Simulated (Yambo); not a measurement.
A G0W0@LDA run in Yambo for KBH4 (space group P2_1/m, No. 11, within 0.06 Å of P4_2/nmc) (2×2×2 Γ-centred k mesh, 197 bands and a 7 Ry block in the screening, 197 bands in G with the Bruneval-Gonze terminator, plasmon pole fitted at 27.2 eV) gives these matrix elements, in eV, at the band edges (Γ → (-0.5, -0.5, 0)):

```json
[
 {"state": "valence edge", "E0": "0.000", "<Vxc>": "-12.424", "<Σx>": "-16.590", "<Σc(E0)>": "1.802", "Z": "0.816"},
 {"state": "conduction edge", "E0": "5.637", "<Vxc>": "-7.847", "<Σx>": "-3.372", "<Σc(E0)>": "-2.887", "Z": "0.870"}
]
```

Solve the linearised quasiparticle equation for both states, give the gap, and say how exchange and correlation each act on it.

E = E0 + Z(Σx + Σc − Vxc). Valence: 0.000 + 0.816 × (-16.590 + (1.802) − (-12.424)) = -1.93 eV. Conduction: 5.637 + 0.870 × (-3.372 + (-2.887) − (-7.847)) = 7.02 eV. The gap is 8.95 eV, against 5.64 eV in LDA. Replacing Vxc by bare exchange alone would open it by 8.64 eV; correlation takes back 4.69 eV of that, and Z scales what is left. Nearest settings tried, and what they do to the gap: 124 bands in W, 124 bands in G: -6 meV; 6 Ry block (233 vectors against 323): -69 meV; 2×2×1 mesh: -96 meV. So the settings aren't converged at that level. The k mesh is coarse. 

Geometry of the Materials Project entry, not relaxed at this level; primitive cell a = 4.6634 Å, b = 4.6777 Å, c = 6.5486 Å, α = γ = 90.00°, β = 90.07°.

The structure is a Materials Project entry; no match was found in the copy of COD used, and its stability was not checked.
